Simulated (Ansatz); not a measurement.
## Data sheet: MgB3N3 (DFT)

MgB3N3:
```yaml
crystal:
  lattice:
    - [3.74084, 2.15976, 0.00000]
    - [-3.74084, 2.15976, 0.00000]
    - [-0.19809, 0.00000, 15.11213]
  atoms:
    - { symbol: B, position: [0.13213, 0.13213, 0.00000] }
    - { symbol: N, position: [0.46546, 0.46546, 0.00000] }
    - { symbol: N, position: [0.82336, 0.82336, 0.50000] }
    - { symbol: B, position: [0.15653, 0.15653, 0.50000] }
    - { symbol: B, position: [0.46553, 0.79882, 0.00000] }
    - { symbol: N, position: [0.79883, 0.13220, 0.00000] }
    - { symbol: N, position: [0.15669, 0.49002, 0.49999] }
    - { symbol: B, position: [0.49019, 0.82336, 0.50000] }
    - { symbol: B, position: [0.79882, 0.46553, 0.00000] }
    - { symbol: N, position: [0.13220, 0.79883, 0.00000] }
    - { symbol: N, position: [0.49002, 0.15669, 0.50001] }
    - { symbol: B, position: [0.82336, 0.49019, 0.50000] }
    - { symbol: Mg, position: [0.14121, 0.47568, 0.25010] }
    - { symbol: Mg, position: [0.47568, 0.14121, 0.74990] }
```

Space group C2 (No. 5); conventional cell a = 7.4817 Å, b = 4.3195 Å, c = 15.1134 Å, α = γ = 90.00°, β = 90.75°.

Method: the program Ansatz at the r²SCAN level (PAW). Structure relaxed to zero pressure with the same functional. Other levels are named where they apply.

### Cell and energy

```yaml
volume_per_atom: 17.44 Å³
density: 1.34 g/cm³
Formation energy from the elements (no fitted shifts): -0.97 eV/atom
```

### Electronic structure

```yaml
band_gap: 0.43 eV (indirect)
valence_band_maximum: at D (k = 0.333, 0.333, 0.500 in fractions of the reciprocal vectors)
conduction_band_minimum: at Y2 (k = 0.500, 0.500, 0.000 in fractions of the reciprocal vectors)
smallest_direct_gap_on_the_standard_path: 0.95 eV
electron_effective_mass: 0.13, 1.00, 11 mₑ (principal values)
HSE06 gap on the r²SCAN cell: 0.79 eV
```

### Mechanics

```yaml
Bulk modulus (Birch–Murnaghan fit): 71 kbar
Pressure derivative B′: 10.2
```

### Charges

```yaml
bader_charges: B +2.30, N -2.33 to -2.32, Mg +0.07 e
```

The start of the workflow was typed in or built on a structure type; neither database checked (COD, Materials Project) lists it. Its standing as an ambient phase is unchecked. The cell was relaxed with r²SCAN under the symmetry of its start; its stability against distortions is not shown here. The volume moved by 110 % from the start of the relaxation. The references are the lowest solids computed at this level, not always the standard phases (solids in place of the gases).

Potentials: the earlier of the program's two PAW sets.
